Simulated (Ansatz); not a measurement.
The relaxed structure here is a generated cell of Cu: the first start was made by a random draw of sites in a space group, and the end was not matched to a known phase here, so it may be hypothetical. Known forms of Cu include space group No. 225.

A relaxed structure of Cu. Space group Pm-3m (No. 221), AFLOW prototype A_cP1_221_a (A_h). Level of theory: PBE (plane waves to 420 eV, PAW, scalar-relativistic; Ansatz, a quantum-chemistry and plane-wave program).

```cif
data_Cu
_chemical_formula_sum 'Cu1'
_space_group_name_H-M_alt 'P 1'
_space_group_IT_number 1
_cell_length_a 2.40598
_cell_length_b 2.40598
_cell_length_c 2.40598
_cell_angle_alpha 90.000
_cell_angle_beta 90.000
_cell_angle_gamma 90.000
loop_
_space_group_symop_operation_xyz
  'x, y, z'
loop_
_atom_site_label
_atom_site_type_symbol
_atom_site_fract_x
_atom_site_fract_y
_atom_site_fract_z
_atom_site_occupancy
Cu1 Cu 0.50000 0.50000 0.50000 1
```

| Item | Result |
|---|---|
| Volume per atom | 13.93 Å³ |
| Band gap | no gap (metallic) |
| Shortest distances | Cu–Cu 2.41 Å |
| k-mesh | 19×19×19 |

No spin polarisation in the result.

The run could not lower the symmetry of its start; a shaken copy of this end point relaxes with PBE to Fm-3m (No. 225), 0.47 eV/atom lower.
